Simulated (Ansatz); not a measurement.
In3Pd2:
```
CELL_PARAMETERS angstrom
      4.55894     0.00000     0.00000
     -2.27947     3.94816     0.00000
      0.00000     0.00000     5.55251
ATOMIC_POSITIONS crystal
  In 0.00000 0.00000 0.00000
  In 0.33333 0.66667 0.64509
  In 0.66667 0.33333 0.35491
  Pd 0.33333 0.66667 0.14976
  Pd 0.66667 0.33333 0.85024
```

Relaxed with r²SCAN. Special points in fractions of this cell's reciprocal vectors: Γ (0.000, 0.000, 0.000); M (0.500, 0.000, 0.000); K (0.333, 0.333, 0.000); A (0.000, 0.000, 0.500); L (0.500, 0.000, 0.500); H (0.333, 0.333, 0.500).

Task: List the band energies nearest the Fermi level at these points for r²SCAN (plane waves, PAW; program Ansatz).

Result: In eV from the Fermi level; about four levels below and three above (degenerate sets whole), none deeper than 8.9 eV; points with the same levels are listed once.

| k | below | above |
|---|---|---|
| Γ | -2.52 -2.52 -1.61 -1.51 | 1.71 1.71 2.81 |
| M | -2.47 -1.87 -1.74 -1.07 | 1.06 1.19 3.41 |
| K | -2.77 -2.77 -0.66 -0.66 | 1.18 2.09 2.09 |
| A | -2.78 -2.78 -2.62 -2.62 | 1.05 2.73 2.73 |
| L | -2.74 -2.57 -2.40 -1.72 | 0.05 1.58 1.84 |
| H | -2.22 -2.01 -2.01 -0.36 | 5.82 6.33 6.33 |

Space group P-3m1 (La2O3 or Ni2Al3 type). The workflow started from a Materials Project entry (that database holds measured and hypothetical structures alike); the Crystallography Open Database copy checked does not list it. Whether it is the stable phase at ambient conditions was not checked. The r²SCAN relaxation kept the symmetry of its start; its stability against distortions is not shown here. No spin polarisation was allowed. Spin–orbit coupling is left out wherever it is not named.

Potentials: the earlier of the program's two PAW sets.
